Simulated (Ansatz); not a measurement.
Al4B3Sb: rattling a relaxed structure

It was reached by relaxing an invented guess, and it needn't be the stable form of this composition.

Method: DFT PBE, scalar-relativistic, plane waves, PAW in Ansatz 0.2.0. Plane waves to 420 eV, a k mesh through Γ of 10×10×4 on the computed 8-atom cell and Gaussian smearing (0.10 eV); no spin polarisation.

The cell below (8 atoms, space group Pmm2 (No. 25)) is relaxed within its symmetry.

```
CELL_PARAMETERS angstrom
3.07209 0.00000 0.00000
0.00000 3.26034 0.00000
0.00000 0.00000 11.11924
ATOMIC_POSITIONS crystal
Al 0.50000 0.50000 0.49110
Al 0.50000 0.00000 0.15243
Al 0.00000 0.50000 0.30124
Al 0.00000 0.00000 0.93120
B 0.50000 0.50000 0.00577
B 0.50000 0.00000 0.34980
B 0.00000 0.50000 0.08782
Sb 0.00000 0.00000 0.68063
```

For the test it was strained at random (σ = 1.5 % a component), the atoms were moved at random (σ = 0.05 Å), and all was relaxed again on a coarse 8×6×2 mesh (in the run’s order of axes) with 0.20 eV smearing, with no symmetry imposed.

These runs have no spin–orbit coupling, which can matter for Sb.

Problem. Is the structure stable against such a distortion?

Solution. It returns, within 2 meV/atom of the unmoved cell on that mesh and with the same symmetry when read at 0.1 Å (P1 at 0.01 Å, so small strains and shifts remain). So it is stable against the distortions that fit this cell and that this random move excites. Modes that don't fit the cell aren't tested.
